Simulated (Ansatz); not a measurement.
Notes on BaGa$_{2}$H$_{2}$

```
Ga H Ba
1.0
     2.23839    3.87701    0.00000
    -2.23839    3.87701    0.00000
     0.00000    0.00000    4.78840
Ga H Ba
2 2 1
Direct
  0.33330 0.33340 0.46560
  0.66670 0.66660 0.53440
  0.33330 0.33340 0.10670
  0.66670 0.66660 0.89330
  0.00000 0.00000 0.00000
```

The numbers come from plane-wave PAW DFT (Ansatz): r2SCAN, spin-orbit coupling, 500 eV, 6×6×5 Γ-centred k points, fermi-dirac occupations (width 0.0144 eV). Nothing was relaxed.

The state carries no moments; the state need not be the lowest.

Stress: The pressure is 1.6 GPa (compression positive), so with the atoms held at these fractions the cell would first expand. The principal stresses 0.2, 2.3, 2.3 GPa differ, so its shape would change too.
Electronic structure: It is a metal, with about 0.18 states/eV a cell as the mean within 0.25 eV of the Fermi level, mostly Ga p (76 %).
Formation energy: -0.54 eV an atom against the elements' usual phases (free molecules for gases, crystals otherwise, with no correction for O₂ or N₂), so it is bound against them; other compounds may still compete. Relaxing would lower it.
Forces: The largest is on H3 (and as large on other atoms): 0.42 eV/Å, components (0.00, 0.00, 0.42). It makes 0° with the line to a nearest neighbour, Ga1 at 1.72 Å, pointing towards it.
Charges: Bader charges in e: Ba +1.34, Ga -0.13, H -0.54. In the mean Ba gives up most and H takes most.

Origin: a known structure type with other elements, at an estimated volume, so it need not be a known compound.
